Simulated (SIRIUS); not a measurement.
Worked example: self-consistent single point of Ta (C2/m, 1 atom in the cell; from Materials Project mp-50, changed as shown) in SIRIUS.

Method: PBEsol, GBRV PBEsol ultrasoft pseudopotentials (plane waves; SIRIUS).

The change in words: lattice vector c scaled by 0.99. Reference geometry (Im-3m):
```
CELL_PARAMETERS angstrom
     -1.65493     1.65493     1.65493
      1.65493    -1.65493     1.65493
      1.65493     1.65493    -1.65493
ATOMIC_POSITIONS crystal
  Ta 0.00000 0.00000 0.00000
```

Reference input (self-consistent single point, DFT, PBEsol, plane waves, GBRV PBEsol ultrasoft pseudopotentials): parameters.ngridk = 10 10 10; parameters.xc_functionals = [XC_GGA_X_PBE_SOL, XC_GGA_C_PBE_SOL]; parameters.gk_cutoff = 6.325 1/bohr; parameters.pw_cutoff = 14.143 1/bohr; parameters.smearing = fermi_dirac; parameters.smearing_width = 0.00367493 Ha; potentials = GBRV PBEsol ultrasoft pseudopotentials; parameters.electronic_structure_method = pseudopotential; parameters.num_bands = 11; parameters.num_mag_dims = 0; parameters.num_dft_iter = 100; parameters.energy_tol = 1e-07 Ha. This run's input differs from it in these lines:

```diff
@@ -34,3 +34,3 @@
       [0.5773502831, -0.5773502831, 0.5773502831],
-      [0.5773502831, 0.5773502831, -0.5773502831]
+      [0.5715768849, 0.5715768849, -0.5715768849]
     ],
```

Output (repeated stretches shortened):

```
[find] density tolerance         : 1e-06
[find] total energy tolerance    : 1e-07
[find] iter_solver_tol (initial) : 0.01
[find] iter_solver_tol (target)  : 1e-13
[find] num_dft_iter              : 100
Charges and magnetic moments
--------------------------------------------------------------------------------
total charge          : 13.000000
[find] | SCF iteration   0 out of 100|
[diagonalize] iterative solver tolerance (occupied, empty): 0.01 0.01
[diagonalize] average number of iterations: 2.30142
[find] Charges and magnetic moments
[find] total charge          : 13.000000
[find] Energy
   [... lines left out ...]

[find] Charges and magnetic moments
[find] total charge          : 13.000000
[find] Energy
[find] smearing (-TS)                 :      -0.00159543
[find] Total energy                   :     -70.87421107 (Ha),    -141.74842215 (Ry)
[find] Free energy (E-TS)             :     -70.87580650 (Ha),    -141.75161301 (Ry)
[find] band gap (eV)                  :       0.00000000
[find] Efermi                         :       0.68103663
[find] iteration : 8, RMS (target) : 3.6925e-07 (1.0000e-06) , energy difference (target) : -1.1486e-08 (1.0000e-07)
[find] bands are converged : true
[find] iterative solver converged : false
[find] converged after 9 SCF iterations!
[find] Charges and magnetic moments
[find] total charge          : 13.000000
[find] Energy
[find] smearing (-TS)                 :      -0.00159543
[find] Total energy                   :     -70.87421107 (Ha),    -141.74842215 (Ry)
[find] Free energy (E-TS)             :     -70.87580650 (Ha),    -141.75161301 (Ry)
[find] band gap (eV)                  :       0.00000000
[find] Efermi                         :       0.68103663
[ground_state] === stress tensor components [kbar] ===
[ground_state] === stress_total ===
[ground_state]    37.812789   -7.472131    3.795969
[ground_state]    -7.472131   37.812789    3.795969
[ground_state]     3.795969    3.795969   43.468393
[ground_state] ==== total Forces in Ha/bohr =====
[ground_state] atom:    0, force:       0.0000000      0.0000000      0.0000000
```

The run converged in 9 iterations. SIRIUS prints the stress tensor with tension positive. Against the reference run the free energy goes down by 2.7 meV/atom and the pressure goes from -5.96 to -3.97 GPa.

The structure comes from a collection of computed structures, made at another level of theory; the collection holds predicted forms beside known ones. No clean gap shows at this smearing width and mesh (spacing up to 0.27 Å⁻¹); the mesh is coarse for partly filled bands, so the values carry mesh errors.

Cost on one core: very roughly 21 core-seconds.
